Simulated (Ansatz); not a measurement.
PbS:
```yaml
crystal:
  lattice:
    - [8.41783, 0.00000, 0.00000]
    - [0.00000, 4.20890, 0.00000]
    - [0.00000, 0.00000, 5.94817]
  atoms:
    - { symbol: Pb, position: [0.12488, 0.75000, 0.74995] }
    - { symbol: Pb, position: [0.87512, 0.25000, 0.25005] }
    - { symbol: Pb, position: [0.37512, 0.25000, 0.24995] }
    - { symbol: Pb, position: [0.62488, 0.75000, 0.75005] }
    - { symbol: S, position: [0.87512, 0.25000, 0.75008] }
    - { symbol: S, position: [0.12488, 0.75000, 0.24992] }
    - { symbol: S, position: [0.62488, 0.75000, 0.25008] }
    - { symbol: S, position: [0.37512, 0.25000, 0.74992] }
```

Relaxed with r²SCAN+D4.

**Question.** Map the valence electron density (e/Å³), cut off at 1 on the plane through (0.125, 0.750, 0.750) spanned by u = [1, 0, 0] and v = [0, 1, 0] in lattice vectors, from plane-wave PAW r²SCAN+D4 (Ansatz code).

**Answer.** x is the fraction of u, y of v (the angle between them is 90°; rows are the nearest grid lines); atoms in the plane: Pb at (0.00, 0.00), Pb at (0.50, 0.00), S at (0.75, 0.50), S at (0.25, 0.50).
```
|@@@@@=.       .=@@@@@@@@=.       .=@@@@@|
|@@@@@=.       .=@@@@@@@@=.       .=@@@@@|
|@@@@%-.       .-%@@@@@@%-.       .-%@@@@|
|@@@@+:.       .:+@@@@@@+:.       .:+@@@@|
|@@@+-:.........:-+@@@@+-:.........:-+@@@|
|*+=-:..::---::..:-=++=-:..::---::..:-=+*|
|::....:-+***+-:....::....:-+***+-:....::|
|   ..:-*%@@@%*-:..    ..:-*%@@@%*-:..   |
|    .-+%@@@@@%+-.      .-+%@@@@@%+-.    |
|    .-*@@%*%@@*-.      .-*@@%*%@@*-.    |
|    .=#@@- -@@#=.      .=#@@- -@@#=.    |
|    .=#@@- -@@#=.      .=#@@- -@@#=.    |
|    .-*@@%*%@@*-.      .-*@@%*%@@*-.    |
|    .-+%@@@@@%+-.      .-+%@@@@@%+-.    |
|   ..:-*%@@@%*-:..    ..:-*%@@@%*-:..   |
|::....:-+***+-:....::....:-+***+-:....::|
|*+=-:..::---::..:-=++=-:..::---::..:-=+*|
|@@@+-:.........:-+@@@@+-:.........:-+@@@|
|@@@@+:.       .:+@@@@@@+:.       .:+@@@@|
|@@@@%-.       .-%@@@@@@%-.       .-%@@@@|
|@@@@@=.       .=@@@@@@@@=.       .=@@@@@|
|@@@@@=.       .=@@@@@@@@=.       .=@@@@@|
```
Scale: ten equal steps from 0.047 (start of ' ') to 1.00 (end of '@'), in the order ' .:-=+*#%@'; x runs from 0.000 to 1.00, y from 0.000 (bottom) to 1.00 (top).

The density is the valence pseudo-density with augmentation charge, so density and ELF within about 1 Å of a nucleus are not all-electron values.

Space group Fm-3m (rock salt). The r²SCAN+D4 relaxation kept the symmetry of its start. Scalar-relativistic: spin–orbit coupling is off unless named, which matters more the heavier the elements.

Potentials: the later of the program's two PAW sets.
